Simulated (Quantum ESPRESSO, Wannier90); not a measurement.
# Cd (hcp (Mg type)): Wannier90 run

```xyz
2
Lattice="2.9585 0.0000 0.0000 -1.4792 2.5621 0.0000 0.0000 0.0000 5.8859" Properties=species:S:1:pos:R:3 pbc="T T T"
Cd     1.4792    -0.8540     1.4715
Cd    -1.4792     0.8540    -1.4715
```

Materials Project entry mp-94; symmetrised, unrelaxed at this level. This is the element's usual structure. Method: PBEsol plane waves in Quantum ESPRESSO 7.5 (PseudoDojo norm-conserving files, 82 Ry, no spin polarisation, no spin-orbit coupling), Bloch states on a 6×6×4 mesh through Γ, Wannier90 4.0.1. Density: 18×18×8 mesh, cold smearing 0.01 Ry.

A tight-binding model is made by disentanglement and projection with no localisation steps (num_iter = 0), so the 18 orbitals stay atom-like: hydrogen-like Cd: s;p;d, axes along x, y, z; frozen window up to 1.50 eV relative to the Fermi level. It follows pw.x to 24 meV rms for states up to 1.0 eV relative to the Fermi level. Matrix elements depend on this choice of orbitals and windows.

### Question
Which pairs of orbitals on different sites are coupled most strongly? Give distance, modulus and how many such pairs a cell has.

### Answer
```csv
orbital,orbital,distance of the centres (Å),modulus (eV),pairs
Cd px,Cd px,2.96,2.74,2
Cd py,Cd py,2.96,2.03,4
Cd px,Cd s,2.96,1.65,4
Cd py,Cd s,2.99,1.46,4
Cd py,Cd s,2.92,1.39,4
Cd pz,Cd pz,3.40,1.33,6
Cd px,Cd py,3.03,1.28,4
Cd px,Cd py,2.89,1.17,4
Cd px,Cd s,2.99,0.89,4
Cd pz,Cd s,3.40,0.77,12
Cd px,Cd s,2.92,0.76,4
Cd s,Cd s,2.96,0.76,6
Cd py,Cd pz,3.38,0.75,4
Cd px,Cd pz,3.39,0.65,8
Cd px,Cd px,2.96,0.62,4
Cd py,Cd py,3.36,0.55,2
Cd pz,Cd pz,2.96,0.54,6
Cd py,Cd s,3.38,0.49,4
Cd px,Cd s,3.39,0.42,8
Cd s,Cd s,3.40,0.38,6
Cd py,Cd pz,3.41,0.38,8
Cd px,Cd px,3.39,0.37,4
Cd px,Cd px,5.92,0.35,2
Cd px,Cd py,3.40,0.33,8
Cd py,Cd py,5.92,0.26,4
Cd py,Cd s,3.41,0.25,8
Cd dx2-y2,Cd dx2-y2,2.96,0.22,2
Cd px,Cd s,5.92,0.21,4
Cd px,Cd px,3.44,0.21,1
Cd px,Cd px,3.45,0.20,1
```
